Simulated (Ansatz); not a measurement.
BN:
Space group P6₂22 (No. 180); a = b = 2.5784 Å, c = 5.7557 Å, α = β = 90.00°, γ = 120.00°

```csv
atom,site,symmetry,x,y,z
B,3d,222,0.5000,0.0000,0.5000
N,3c,222,0.5000,0.0000,0.0000
```

Relaxed with LDA.

Decompose the optical modes at the zone centre into irreducible representations, and say which are infrared and Raman allowed.

Point group 622: Γ_opt = A2 + 2B1 + 2B2 + 3E1 + 2E2. Infrared: A2, E1. Raman: E1, E2.

Assign frequencies (DFPT, LDA (plane waves, PAW; program Ansatz); without the LO–TO term).

B1 457, E1 509, B2 547, B1 714, E1 812, E2 832, A2 869, E1 884, B2 932, E2 1143 cm⁻¹.

Subscripts of B labels follow the axes of the standard setting.

Space group P6_222. The start of the workflow was typed in or built on a structure type; neither database checked (COD, Materials Project) lists it. It is not the phase usual at ambient conditions (space group No. 186, 194, 216). The cell was relaxed with LDA under the symmetry of its start; phonons on a q-mesh show no instability. A crystal of weakly bound chains computed without a dispersion correction: the cell and the soft elastic constants depend strongly on that.

Potentials: the later of the program's two PAW sets.
